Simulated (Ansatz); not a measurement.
# Al2Cu — Cu-65 nuclear quadrupole resonance

Cell: a structure deposited in the COD whose atoms were relaxed with PBE, the cell held.

```xyz
6
Lattice="-3.0335 3.0335 2.4385 3.0335 -3.0335 2.4385 3.0335 3.0335 -2.4385" Properties=species:S:1:pos:R:3 pbc="T T T"
Al    0.9592    3.9927    0.0000
Al    2.0743    0.9592    0.0000
Al    2.0743   -0.9592    2.4385
Al    0.9592    2.0743    2.4385
Cu    0.0000    0.0000    1.2192
Cu    0.0000    0.0000    3.6578
```

Atoms are numbered from 1 in the order listed; like atoms form one site, named after its first atom.

Method: Kohn–Sham DFT in Ansatz, PBEsol, plane waves and PAW, scalar-relativistic, 420 eV cutoff, Γ-centred 12×12×12 k-points, Fermi–Dirac smearing 0.05 eV.

Cu-65: I = 3/2, Q = -204.0 mb (year-2017 value). Static lattice, zero field.

(1) At which frequencies do the Cu-65 NQR lines lie?

(2) And for ⁶³Cu (I = 3/2, Q = -220.0 mb) on Cu?

## Answers

(1) For I = 3/2 there is one line, ν = (|C_Q|/2)(1 + η²/3)^½.

| site | atoms | V_zz (10²¹ V/m²) | C_Q (MHz) | η | line frequencies (MHz) |
| --- | --- | --- | --- | --- | --- |
| Cu | 5, 6 | -2.78 | 13.7 | 0.00 | 6.86 |

(2) C_Q scales with Q to 14.8 MHz, with lines at 7.40 MHz.

An axis of threefold or higher order runs through Cu, so V_zz lies along it and η is zero.

The run finds no gap above 0.1 eV (a metal, or nearly one), so the gradients can move by 10 % or more with the k-mesh.
